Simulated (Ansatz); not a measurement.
InPd3:
```
CELL_PARAMETERS angstrom
      3.96972     0.00000     0.00000
      0.00000     3.96972     0.00000
      0.00000     0.00000     3.96972
ATOMIC_POSITIONS crystal
  In 0.00000 0.00000 0.00000
  Pd 0.50000 0.50000 0.00000
  Pd 0.00000 0.50000 0.50000
  Pd 0.50000 0.00000 0.50000
```

Relaxed with PBEsol. Special points in fractions of this cell's reciprocal vectors: Γ (0.000, 0.000, 0.000); X (0.000, 0.500, 0.000); M (0.500, 0.500, 0.000); R (0.500, 0.500, 0.500).

Problem. List the band energies nearest the Fermi level at these points for PBEsol with spin–orbit coupling (plane waves, PAW; program Ansatz).

Solution. In eV from the Fermi level; about four levels below and three above (degenerate sets whole), none deeper than 8.9 eV; points with the same levels are listed once.

```tsv
k	below	above
Γ	-0.74 -0.74 -0.74 -0.74 -0.20 -0.20	0.08 0.08 0.27 0.27 0.27 0.27
X	-1.44 -1.44 -0.68 -0.68	0.20 0.20 5.55 5.55
M	-0.44 -0.44 -0.38 -0.38	1.45 1.45 1.47 1.47
R	-0.07 -0.07 -0.07 -0.07	0.80 0.80 2.80 2.80
```

Space group Pm-3m (Cu3Au type). The first step of the workflow began from a Materials Project structure, measured or hypothetical; the Crystallography Open Database copy checked does not list it. With In and Pd taken as one species the cell has the higher symmetry Fm-3m, so it may be an ordered model of a mixed-site phase. Whether it is the stable phase at ambient conditions was not checked. The PBEsol relaxation kept the symmetry of its start; of distortions, only those at the zone centre were tested. No spin polarisation was allowed.

Potentials: the later of the program's two PAW sets.
